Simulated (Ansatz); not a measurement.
BN (wurtzite)

```xyz
4
Lattice="2.5545 0.0000 0.0000 -1.2773 2.2123 0.0000 0.0000 0.0000 4.2246" Properties=species:S:1:pos:R:3 pbc="T T T"
B      1.2773     0.7374     4.2242
B      0.0000     1.4749     2.1119
N      1.2773     0.7374     2.6416
N      0.0000     1.4749     0.5293
```

The slice is a (0001) plane (indices of the conventional cell) through the point (0.333, 0.667, 0.125) (fractional), spanned by u = [110] and v = [1 -1 0] in vectors of this cell: u (2.55 Å) and v (4.42 Å, at 90° to u). It covers one period; positions are fractions (u, v).

All values below come from PBE (plane waves to 420 eV, PAW, scalar-relativistic; Ansatz, a quantum-chemistry and plane-wave program). k mesh 15×15×8. These are valence fields of a PAW run, semicore shells included where kept as valence: close to a nucleus they are smooth pseudo fields. BN was relaxed with its symmetry unable to fall.

Problem. Sketch the valence electron density on this plane as a map.

Solution. 
```
|@@@@@@@@%%**++====--====++**%%@@@@@@|
|@@@@@@%%##**++++======++++**##%%@@@@|
|@@@@%%%%##**++++======++++**##%%%%@@|
|########**++++++======++++++**######|
|******++++++++==========++++++++****|
|====================================|
|------------==============----------|
|....::::----====++++++====----::::..|
|    ....::--==++++++++++==--::....  |
|      ..::====++******++====::..    |
|    ..::--==++**######**++==--::..  |
|    ..::==++**##%%%%%%##**++==::..  |
|....::--==**##%%@@@@@@%%##**==--::..|
|..::--==++##%%@@@@@@@@@@%%##++==--::|
|::::--==**##%%@@@@@@@@@@%%##**==--::|
|----==++**%%@@@@@@@@@@@@@@%%**++==--|
|--====++**%%@@@@@@@@@@@@@@%%**++====|
|====++++**##%%@@@@@@@@@@%%##**++++==|
|====++++**##%%%%@@@@@@%%%%##**++++==|
|====++++++**##############**++++++==|
|======++++++++**********++++++++====|
|====================================|
|========----------------------======|
|++++====----::::......::::----====++|
|++++++==--::....      ....::--==++++|
|****++====::..          ..::====++**|
|####**++==--::..      ..::--==++**##|
|%%%%##**++==::..      ..::==++**##%%|
|@@@@%%##**==--::......::--==**##%%@@|
|@@@@@@%%##++==--::..::--==++##%%@@@@|
|@@@@@@%%##**==--::::::--==**##%%@@@@|
|@@@@@@@@%%**++==------==++**%%@@@@@@|
```
Scale: ten equal steps from -0.90 (start of ' ') to 0.57 (end of '@'), in the order ' .:-=+*#%@'. Values: log₁₀ of the valence density in e/Å³. The map has 18 points along u (two characters each, u = 0 at the left) and 32 along v (v = 0 in the bottom row). The scale is logarithmic, as a density can span decades between atoms and voids.
